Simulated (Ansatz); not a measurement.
## Contact densities of Na against volume

```
Na
1.0
     3.76700    0.00000    0.00000
    -1.88350    3.26232    0.00000
     0.00000    0.00000    6.15400
Na
2
Direct
  0.33333 0.66667 0.25000
  0.66667 0.33333 0.75000
```

Atom numbers follow the list: Na1, Na2.

The cell is a measured one (Crystallography Open Database entry 9011000); the temperature and pressure of the measurement aren't taken into account, and nothing was relaxed.

Level of theory: DFT, LDA, all-electron PAW with datasets made for the crystal, scalar-relativistic (Ansatz 0.2.0).

Sampling and basis: a Γ-centred 11×11×6 k mesh, Fermi–Dirac smearing of 0.05 eV, cutoff 160 eV (chosen by the program for this cell), no spin polarisation.

The contact density is the mean electron density over the nuclear volume; its changes follow the s electrons' response to bonding and compression. Changes below are taken from the unscaled cell, where it is 5841.89 e/Å³ at Na1.

```tsv
V/V(cell)	P (GPa)	Δρ(0) Na1 (e/Å³)
0.9400	-0.5	?
0.9600	-0.6	?
0.9800	-0.8	0.05
0.9900	-0.8	0.02
1.0000	-0.9	0.00
1.0100	-0.9	-0.02
1.0200	-1.0	-0.05
1.0400	-1.1	?
1.0600	-1.2	-0.13
```

Problem. Give the missing entry: row "1.0400", column "Δρ(0) Na1 (e/Å³)".

Solution. -0.09.

Problem. Give the missing entry: row "0.9400", column "Δρ(0) Na1 (e/Å³)".

Solution. 0.15.

Problem. Give the missing entry: row "0.9600", column "Δρ(0) Na1 (e/Å³)".

Solution. 0.10.

The datasets are made afresh for each cell, so very small changes are uncertain.
